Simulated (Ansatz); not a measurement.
## ZnO (wurtzite), energy over volume and axial ratio

ZnO (wurtzite)

Space group P6₃mc (No. 186); a = b = 3.235 Å, c = 5.211 Å, α = β = 90.00°, γ = 120.00°

```tsv
atom	site	symmetry	x	y	z
Zn	2b	3m.	0.6667	0.3333	0.0024
O	2b	3m.	0.3333	0.6667	0.1228
```

The relaxed cell is deformed in two ways at once: its volume V is scaled, and at that volume it is stretched along z (the c axis of the conventional cell) so that c/a changes. Fractional atomic positions are held.

The numbers are results of r2SCAN (plane waves to 500 eV, PAW, scalar-relativistic; Ansatz, a program for electronic structure), not measurements. k mesh 12×12×7 (Γ-centred), Fermi-Dirac smearing 0.05 eV. E stands for the smeared free energy. Stress and pressure are positive under compression. As the atoms are clamped, bonds stretch with the cell, which overstates energies and stresses. ZnO was relaxed with its symmetry unable to fall. ΔE is measured from the relaxed starting cell.

ΔE (meV/atom), with V/V₀ across and (c/a)/(c/a)₀ down:

```
(c/a)/(c/a)₀ \ V/V₀  0.920  0.960  1.000  1.040  1.080
-------------------  -----  -----  -----  -----  -----
0.880                169.5  124.8  103.5  101.3  114.3
0.940                 69.5   35.1   23.1   29.1   49.6
1.000                 41.1    9.5    0.0    8.2   30.8
1.060                 64.8   30.6   18.7   24.7   45.3
1.120                126.4   85.6   67.8   68.6   84.4
```

σxx (GPa), with V/V₀ across and (c/a)/(c/a)₀ down:

```tsv
(c/a)/(c/a)₀ \ V/V₀	0.920	0.960	1.000	1.040	1.080
0.880	4.2	-2.5	-7.8	-12.0	-15.3
0.940	9.1	1.6	-4.4	-9.1	-13.0
1.000	15.1	6.7	0.0	-5.4	-9.8
1.060	21.8	12.5	5.0	-1.1	-6.0
1.120	28.9	18.7	10.5	3.7	-1.8
```

Summary:

* **Modulus against c/a change at fixed volume, (3/4V)·∂²E/∂(ln c/a)² (fit, atoms clamped)**: 117 GPa, an upper bound as the atoms could relax
* **Lowest place on the grid**: V/V₀ = 1.000, (c/a)/(c/a)₀ = 1.000 (0.0 meV/atom)
* **Highest place on the grid**: V/V₀ = 0.920, (c/a)/(c/a)₀ = 0.880 (169.5 meV/atom)

The 25 points together took around 10 core-minutes (rough).

(Under strain, the slope of the energy per volume gives the stress and its curvature an elastic modulus.)
